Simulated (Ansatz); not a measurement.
## SiNi: from a starting cell to a relaxed one

The start is a generated cell, SiNi built in the AFLOW prototype AB_tP4_131_c_e (B17, as in PtS). The cell and all atomic positions are relaxed at zero pressure with PBEsol (plane waves to 420 eV, PAW, scalar-relativistic; Ansatz, a program for electronic structure). The first steps use a coarse 7×7×6 k-mesh.

The start:
```yaml
crystal:
  lattice:
    - [3.44408, 0.00000, 0.00000]
    - [0.00000, 3.44408, 0.00000]
    - [0.00000, 0.00000, 4.28789]
  atoms:
    - { symbol: Si, position: [0.00000, 0.50000, 0.00000] }
    - { symbol: Si, position: [0.50000, 0.00000, 0.50000] }
    - { symbol: Ni, position: [0.00000, 0.00000, 0.25000] }
    - { symbol: Ni, position: [0.00000, 0.00000, 0.75000] }
```
Spin-polarised start, with parallel moments on Ni.

### Question
How much energy is released per atom?

### Answer
0.55 eV/atom.

### Question
How does the volume change?

### Answer
+29.1 %, from 12.72 to 16.42 Å³/atom.

### Question
How do the shortest distances between atoms change?

### Answer
The closest pairs of elements (up to four, under 3.6 Å), start → end: Ni–Si 2.03 → 2.20 Å; Ni–Ni 2.14 → 2.41 Å; Si–Si 3.24 → 3.55 Å.

The space group stays P4₂/mmc (No. 131) (the run could not lower it); the end is AFLOW prototype AB_tP4_131_c_e (B17, as in PtS), with 4 atoms in the primitive cell. Final values are on a 13×13×10 k-mesh of the relaxed cell. No spin polarisation in the result: the starting moments vanished. A magnetic state may lie lower.

The run could not lose the symmetry of its start: the end is stationary, and may be a saddle point rather than a minimum.

All atoms sit on sites fixed by symmetry, so only the cell could relax.

The relaxed structure here is a generated cell of SiNi: the first start was made by placing the elements on the sites of a structure type, and the end was not matched to a known phase here, so it may be hypothetical. Known forms of SiNi include space group No. 62.
